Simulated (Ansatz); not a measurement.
MgTePb$_{2}$O$_{6}$:
```yaml
crystal:
  lattice:
    - [0.00000, 3.98653, 3.98653]
    - [3.98653, 0.00000, 3.98653]
    - [3.98653, 3.98653, 0.00000]
  atoms:
    - { symbol: Mg, position: [0.00000, 0.00000, 0.00000] }
    - { symbol: Te, position: [0.50000, 0.50000, 0.50000] }
    - { symbol: Pb, position: [0.75000, 0.75000, 0.75000] }
    - { symbol: Pb, position: [0.25000, 0.25000, 0.25000] }
    - { symbol: O, position: [0.25833, 0.74167, 0.25833] }
    - { symbol: O, position: [0.74167, 0.25833, 0.74167] }
    - { symbol: O, position: [0.25833, 0.74167, 0.74167] }
    - { symbol: O, position: [0.74167, 0.25833, 0.25833] }
    - { symbol: O, position: [0.25833, 0.25833, 0.74167] }
    - { symbol: O, position: [0.74167, 0.74167, 0.25833] }
```

Cartesian axes are those of the cell as given.

Question: Give the high-frequency dielectric tensor and the Born effective charge tensors of the independent atoms from DFPT, the program Ansatz at the PBEsol level (PAW).

Answer: 
ε∞:
```
5.71  0.00  0.00
0.00  5.71  0.00
0.00  0.00  5.71
```
Z* of atom 1 (Mg), rows: field, columns: displacement, in e:
```
2.56  0.00  0.00
0.00  2.56  0.00
0.00  0.00  2.56
```
Z* of atom 2 (Te), rows: field, columns: displacement, in e:
```
4.59  0.00  0.00
0.00  4.59  0.00
0.00  0.00  4.59
```
Z* of atom 3 (Pb), rows: field, columns: displacement, in e:
```
3.92  0.00  0.00
0.00  3.92  0.00
0.00  0.00  3.92
```
Z* of atom 5 (O), rows: field, columns: displacement, in e:
```
-2.42   0.00   0.00
 0.00  -2.65   0.00
 0.00   0.00  -2.42
```

Static charges for comparison (Bader): Mg1 +1.75, Te2 +3.26, Pb3 +1.36, O5 -1.29 e. Born charges measure polarisation by displacement and can exceed these by far.

Space group Fm-3m. The workflow started from a Materials Project entry (that database holds measured and hypothetical structures alike); the Crystallography Open Database files this formula in space group No. 225, but the cells were not matched. Its standing as an ambient phase is unchecked. The cell was relaxed with PBEsol under the symmetry of its start; whether a distortion lowers the energy is not shown. Scalar-relativistic: spin–orbit coupling is off unless named, which matters more the heavier the elements.

Potentials: the later of the program's two PAW sets.
